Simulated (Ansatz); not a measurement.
Consider the following.

LiNbSe2:
```cif
data_Li2Nb2Se4
_chemical_formula_sum 'Li2 Nb2 Se4'
_space_group_name_H-M_alt 'P 1'
_space_group_IT_number 1
_cell_length_a 3.52402
_cell_length_b 3.52402
_cell_length_c 13.55653
_cell_angle_alpha 90.000
_cell_angle_beta 90.000
_cell_angle_gamma 120.000
loop_
_space_group_symop_operation_xyz
  'x, y, z'
loop_
_atom_site_label
_atom_site_type_symbol
_atom_site_fract_x
_atom_site_fract_y
_atom_site_fract_z
_atom_site_occupancy
Li1 Li 0.00000 0.00000 0.00000 1
Li2 Li 0.00000 0.00000 0.50000 1
Nb1 Nb 0.00000 0.00000 0.25000 1
Nb2 Nb 0.00000 0.00000 0.75000 1
Se1 Se 0.33333 0.66667 0.12770 1
Se2 Se 0.66667 0.33333 0.87230 1
Se3 Se 0.66667 0.33333 0.62770 1
Se4 Se 0.33333 0.66667 0.37230 1
```

This is the r²SCAN-relaxed structure.

Q: All from DFT-r²SCAN in the program Ansatz with PAW potentials, unless another level is named. Predict the HSE06 gap on the r²SCAN cell.

A: 1.01 eV.

Q: What about the gap with spin–orbit coupling?

A: 0.73 eV.

Q: And the electron effective mass with spin–orbit coupling?

A: 0.43, 0.57, 0.70 mₑ (principal values).

Q: Next, the conduction-band minimum?

A: on the K–Γ line, 46 % of the way from K (6 equivalent valleys).

Space group P6_3/mmc. The workflow started from a Materials Project entry (that database holds measured and hypothetical structures alike); the Crystallography Open Database copy checked does not list it. Whether it is the stable phase at ambient conditions was not checked. Symmetry was held in the r²SCAN relaxation; whether a distortion lowers the energy is not shown. No spin polarisation was allowed. Scalar-relativistic: spin–orbit coupling is off unless named, which matters more the heavier the elements.

Potentials: the later of the program's two PAW sets.
